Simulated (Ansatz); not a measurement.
Ga₂O₃:
```yaml
crystal:
  lattice:
    - [1.39456, -4.63789, 0.00000]
    - [1.39456, 4.63789, 0.00000]
    - [0.00000, 0.00000, 7.14973]
  atoms:
    - { symbol: Ga, position: [0.24837, 0.75163, 0.25000] }
    - { symbol: Ga, position: [0.75163, 0.24837, 0.75000] }
    - { symbol: Ga, position: [0.00000, 0.00000, 0.50000] }
    - { symbol: Ga, position: [0.00000, 0.00000, 0.00000] }
    - { symbol: O, position: [0.36182, 0.63818, 0.92580] }
    - { symbol: O, position: [0.63818, 0.36182, 0.07420] }
    - { symbol: O, position: [0.63818, 0.36182, 0.42580] }
    - { symbol: O, position: [0.36182, 0.63818, 0.57420] }
    - { symbol: O, position: [0.10530, 0.89470, 0.75000] }
    - { symbol: O, position: [0.89470, 0.10530, 0.25000] }
```

The program Ansatz at the PBEsol level (PAW) gives a gap of 1.48 eV without spin–orbit coupling, maximum on the Σ0–Γ line, 79 % of the way from Σ0, minimum at Γ.

Q: What happens when spin–orbit coupling is switched on?

A: The gap is nearly the same, to 1.48 eV; maximum on the Σ0–Γ line, 79 % of the way from Σ0, minimum at Γ.

Q: Give the electron effective mass with spin–orbit coupling.

A: 0.18, 0.18, 0.20 mₑ (principal values).

Space group Cmcm. The workflow started from a Materials Project entry (that database holds measured and hypothetical structures alike); the Crystallography Open Database copy checked does not list it. It is not the phase usual at ambient conditions (space group No. 12, 167). Symmetry was held in the PBEsol relaxation. At this level the phase is mechanically unstable.

Potentials: the earlier of the program's two PAW sets. The files were generated under PBE; for other functionals the program regenerates the frozen cores, and for LDA and PBEsol the local potential too.
